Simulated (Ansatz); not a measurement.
Here is the system:

BC5:
```yaml
crystal:
  lattice:
    - [-1.24257, 1.24257, 5.63839]
    - [1.24257, -1.24257, 5.63839]
    - [1.24257, 1.24257, -5.63839]
  atoms:
    - { symbol: B, position: [0.75000, 0.25000, 0.50000] }
    - { symbol: C, position: [0.84387, 0.84387, 0.00000] }
    - { symbol: C, position: [0.15613, 0.15613, 0.00000] }
    - { symbol: C, position: [0.50000, 0.50000, 0.00000] }
    - { symbol: C, position: [0.41994, 0.91994, 0.50000] }
    - { symbol: C, position: [0.08006, 0.58006, 0.50000] }
```

This is the LDA-relaxed structure.

**Question.** All from DFT-LDA in the program Ansatz with PAW potentials, unless another level is named. Predict the electronic character.

**Answer.** metallic (no gap).

**Question.** Next, the density of states at the Fermi level?

**Answer.** 0.10 states/eV per atom (mean over ±0.08 eV).

**Question.** What about the formation energy from the elements (no fitted shifts)?

**Answer.** 0.12 eV/atom.

Space group I-4m2. The first step of the workflow began from a Materials Project structure, measured or hypothetical; the Crystallography Open Database copy checked does not list it. Whether it is the stable phase at ambient conditions was not checked. The LDA relaxation kept the symmetry of its start; its stability against distortions is not shown here. The references are the lowest solids computed at this level, not always the standard phases.

Potentials: the later of the program's two PAW sets.
